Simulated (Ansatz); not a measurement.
A distorted cell of Rb$_{2}$TiCl$_{6}$ (space group Fm-3m):

```xyz
9
Lattice="0.0000 5.0169 5.0169 5.0169 0.0000 5.0169 5.0169 5.0169 0.0000" Properties=species:S:1:pos:R:3 pbc="T T T"
Rb     2.5085     2.5085     2.5085
Rb     7.5254     7.5254     7.5254
Ti     0.0000     0.0000     0.0000
Cl     5.0169     5.0169     7.6941
Cl     5.0169     5.0169     2.3398
Cl     7.6941     5.0169     5.0169
Cl     2.3398     5.0169     5.0169
Cl     5.0169     7.6941     5.0169
Cl     5.0169     2.3398     5.0169
```

Level of theory: PBEsol (plane waves to 420 eV, PAW, scalar-relativistic; Ansatz, a first-principles code). k mesh 6×6×6 (Γ-centred), Fermi-Dirac smearing 0.05 eV. The energy includes the smearing's −TS. Compression counts positive. Rb2TiCl6 is run without spin polarisation. Rb2TiCl6 was relaxed with its symmetry unable to fall.

### Question
What is the stress tensor (GPa)?

### Answer
```
  -0.45     0.00     0.00
   0.00    -0.45     0.00
   0.00     0.00    -0.45
```
The pressure, a third of the trace, is -0.45 GPa.

### Question
It is the relaxed cell scaled evenly to V/V₀ = 1.040, atoms relaxed where free. What is its energy relative to the relaxed cell?

### Answer
1.6 meV/atom.

(Under strain, the slope of the energy per volume gives the stress and its curvature an elastic modulus.)
